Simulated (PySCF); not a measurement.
PySCF single point, B3LYP/6-31G*, density fitting, COSMO implicit water (electrostatics alone), on hydrazinium, N2H5 (SMILES N[NH3+]), charge +1, multiplicity 1.

```python
from pyscf import gto, scf, dft
mol = gto.M(atom='''
N     -0.677042    -0.002486    -0.555490
N      0.722614    -0.002484    -0.273675
H     -1.142090     0.828459    -0.201276
H     -1.141624    -0.833878    -0.201773
H      1.142090    -0.831727    -0.732528
H      1.140409     0.833878    -0.720754
H      0.996161    -0.009402     0.732528
''', basis='6-31G*', charge=1, spin=0, verbose=3)
mf = dft.RKS(mol, xc='B3LYP')
mf = mf.density_fit()
mf = mf.PCM()
mf.with_solvent.method = 'COSMO'
mf.with_solvent.eps = 78.4
mf.max_cycle = 100
e = mf.kernel()
print('converged', mf.converged)
print('E_total', e)
print('nao', mol.nao)
print('HOMO', mf.mo_energy[mf.mo_occ > 0].max())
mf.dip_moment()
```

The program's output:

```

WARN: PCM is an experimental feature. It is still in testing.
Features and APIs may be changed in the future.

converged SCF energy = -112.326360896987
converged True
E_total -112.32636089698735
nao 38
HOMO -0.29609587735459586

WARN: System has nonzero charge 1; the dipole moment is origin-dependent.
Location of origin: [0. 0. 0.]

Dipole moment(X, Y, Z, Debye):  3.03721, -0.01172,  0.25068
```

The total energy is -3056.56 eV, -3.41 eV from the same level's vacuum run.
